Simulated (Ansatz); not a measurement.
P in space group I4_132 (No. 214; P on 8a) at seven volumes, the program Ansatz at the PBEsol level (PAW), scaled uniformly. One row is withheld.

```json
[
 {"V (Å³/atom)": "24.878", "P (GPa)": "5.77"},
 {"V (Å³/atom)": "25.698", "P (GPa)": "3.32"},
 {"V (Å³/atom)": "26.518", "P (GPa)": "1.45"},
 {"V (Å³/atom)": "27.339", "P (GPa)": "0.00"},
 {"V (Å³/atom)": "28.159", "P (GPa)": "?"},
 {"V (Å³/atom)": "28.979", "P (GPa)": "-1.98"},
 {"V (Å³/atom)": "29.799", "P (GPa)": "-2.57"}
]
```

Question: Fit the shown pressures and predict the withheld one.

Answer: Third-order Birch–Murnaghan: P = (3/2)B₀(x^(7/2) − x^(5/2))[1 + (3/4)(B′ − 4)(x − 1)] with x = (V₀/V)^(2/3). Least squares on the six rows gives V₀ = 27.330 Å³/atom, B₀ = 42.56 GPa, B′ = 7.99. At V = 28.159, x = 0.9803 and P = -1.13 GPa. The run itself gave -1.13 GPa.

The start of the workflow was typed in or built on a structure type; neither database checked (COD, Materials Project) lists it. It is not the phase usual at ambient conditions (space group No. 64). The cell was relaxed with PBEsol under the symmetry of its start. At this level the phase is dynamically unstable (imaginary phonons). The volume moved by 30 % from the start of the relaxation.

Potentials: the earlier of the program's two PAW sets. The files were generated under PBE; for other functionals the program regenerates the frozen cores, and for LDA and PBEsol the local potential too.
